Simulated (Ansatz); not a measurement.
An Ansatz (a first-principles code) input:

Ansatz 0.2 input:
```yaml
crystal:
  lattice:
    - [3.8950353885, 0.0, 0.0]
    - [0.0, 3.8950353885, 0.0]
    - [0.0, 0.0, 3.8950353885]
  atoms:
    - { symbol: Hf, position: [0.0, 0.0, 0.0] }
    - { symbol: Rh, position: [0.5, 0.0, 0.5] }
    - { symbol: Rh, position: [0.0, 0.5, 0.5] }
    - { symbol: Rh, position: [0.5, 0.5, 0.0] }
kpoints:
  mp_grid: { grid: [8, 8, 8] }
  band_path:
    path:
      - [[0.0, 0.0, 0.0], [0.0, 0.5, 0.0], [0.5, 0.5, 0.0], [0.0, 0.0, 0.0], [0.5, 0.5, 0.5], [0.0, 0.5, 0.0]]  # Γ-X-M-Γ-R-X
      - [[0.5, 0.5, 0.5], [0.5, 0.5, 0.0]]  # R-M
    npoints: 12
basis: { xc_grid: 2 }
hamiltonian:
  xc: pbesol
  pseudopotentials: { kind: paw }
magnetization: { noncollinear: true, spin_orbit: true }
scf:
  n_extra_bands: 13
  convergence: { dr2_threshold: 0.0000000001 }
  occupations: { method: gaussian, width: 0.05 }
output: { eigenvalues: true }
```

Q: How many symmetry operations and irreducible k-points will the run report?

A: 48 operations, 35 of 512 k-points.

Q: With a cutoff of 420 eV, how many plane waves at Γ?

A: 1189.

It took very roughly 70 core-seconds on shared server cores.

Space group Pm-3m (Cu3Au type). The first step of the workflow began from a Materials Project structure, measured or hypothetical; the Crystallography Open Database files this formula in space group No. 221, but the cells were not matched. Its standing as an ambient phase is unchecked. Symmetry was held in the PBEsol relaxation; of distortions, only those at the zone centre were tested. The run is not spin-polarised.

Potentials: the later of the program's two PAW sets.

Ansatz is a plane-wave DFT program.
